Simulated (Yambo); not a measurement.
Bethe-Salpeter results for CaC$_{2}$

```xyz
6
Lattice="3.5789 -1.9153 0.0000 3.5789 1.9153 0.0000 -2.1643 0.0000 7.0929" Properties=species:S:1:pos:R:3 pbc="T T T"
C     -0.6543     0.0000     4.0026
C      5.6478     0.0000     3.0903
C      3.1083     0.0000     0.4132
C      1.8853     0.0000     6.6798
Ca     4.0769     0.0000     5.3446
Ca     0.9166     0.0000     1.7483
```

The geometry is that of Materials Project entry mp-917, symmetrised and not relaxed again.

BSE in Yambo on LDA (Quantum ESPRESSO, PseudoDojo norm-conserving, 82 Ry, without SOC) bands: 6×6×4 mesh, 8 valence and 7 conduction bands, static screening with 54 bands and a 3 Ry block, scissor 2.09 eV, Tamm-Dancoff; field along x.

```
state  energy (eV)  states within 2 meV  relative strength   class  main transitions
-----  -----------  -------------------  -----------------  ------  ----------------
1             4.10                    1             < 0.01    dark    VB → CB (92 %)
2             4.21                    1             < 0.01    dark    VB → CB (91 %)
3             4.35                    1             < 0.01    dark  VB−1 → CB (78 %)
4             4.36                    1             < 0.01    dark  VB−1 → CB (88 %)
5             4.44                    1             < 0.01    dark    VB → CB (82 %)
6             4.45                    1               0.04    weak    VB → CB (94 %)
7             4.47                    1             < 0.01    dark    VB → CB (96 %)
8             4.48                    1             < 0.01    dark    VB → CB (82 %)
9             4.51                    1             < 0.01    dark    VB → CB (94 %)
10            4.52                    1               0.16  strong    VB → CB (96 %)
```

These are vertical excitations (zero momentum); the indirect quasiparticle gap, about 4.15 eV, is smaller than the direct one (4.71 eV on the GW mesh). The direct quasiparticle gap on this mesh is 4.71 eV; counted from there, state 1 is bound by 0.61 eV. Convergence with the mesh was not shown.

Spin singlets only. Strengths are relative to the strongest of the lowest states of this run; strong means a line over 3 % of the spectrum's maximum, dark under 0.03 %. Absolute energies carry the error of the G0W0 scissor, whose convergence isn't established; the long-wavelength screening was taken along (1,1,1) although the crystal is anisotropic.

The structure is a Materials Project entry; no match was found in the copy of COD used, and its stability was not checked.
